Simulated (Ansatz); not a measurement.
A free-standing Janus 2H monolayer of NiOS, relaxed with r2SCAN in the plane-wave code Ansatz. The sheet's in-plane cell has a = 3.414 Å, b = 3.414 Å (γ = 120.0°), and its outermost atoms lie 1.69 Å apart along the normal. Ni is surrounded by 3 O at 2.14 Å and 3 S at 2.15 Å; O is surrounded by 1 S at 1.69 Å and 3 Ni at 2.14 Å; S is surrounded by 1 O at 1.69 Å and 3 Ni at 2.15 Å.

The axes x, y and z are those of this cell:
```yaml
crystal:
  lattice:
    - [3.41442, 0.00000, 0.00000]
    - [-1.70721, 2.95697, 0.00000]
    - [0.00000, 0.00000, 29.09659]
  atoms:
    - { symbol: Ni, position: [0.33333, 0.66667, 0.30940] }
    - { symbol: O, position: [0.66667, 0.33333, 0.33837] }
    - { symbol: S, position: [0.66667, 0.33333, 0.28017] }
```
The sheet repeats along a and b alone.

Unstrained: PBE gives an indirect gap of 0.419 eV, from k = (-0.068, 0.026, 0) to K; the least direct gap is 0.800 eV at Γ–M (0.20 of the way from Γ). The r2SCAN gap is indirect, 0.302 eV (Γ to K), below the direct gap of 0.783 eV at k = (-0.068, 0.026, 0). Meshes: PBE 12×12×1, r2SCAN 12×12×1. Strains are changes of length per length. After each strain the atoms were relaxed again with r2SCAN within the symmetry that the strain leaves, so tilts or polar shifts that break it weren't tested; points keep the names that they have in the unstrained zone. No spin polarisation and no zero-point or thermal motion; the cell was built from a prototype and may be hypothetical.

Q: Apply uniaxial -1.0 % along y, other directions held. How far does the gap move, against the unstrained cell?

A: PBE: the gap goes from 0.419 to 0.445 eV (+0.026 eV); the edges go from (-0.068, 0.026, 0) → K to (-0.078, 0.036, 0) → Γ–K (0.97). r2SCAN: the gap goes from 0.302 to 0.339 eV (+0.037 eV); the edges go from Γ → K to Γ → Γ–K (0.97). The r2SCAN energy rises by 0.5 meV an atom.

Q: Apply in-plane biaxial +2.0 %. How far does the gap move, against the unstrained cell?

A: PBE: the gap goes from 0.419 to 0.293 eV (-0.126 eV); the edges go from (-0.068, 0.026, 0) → K to Γ–M (0.08) → K. r2SCAN: the gap goes from 0.302 to 0.147 eV (-0.155 eV); so small a gap is at the limit of these settings. The r2SCAN energy rises by 6.5 meV an atom.

Where an edge lies off the special points, it is a point of the mesh or the k point where a search put PBE's edge or least direct gap, reused for the other functionals, whose own edges may lie a little apart.

Coordinates of k points refer to the reciprocal vectors of the primitive cell of the runs.
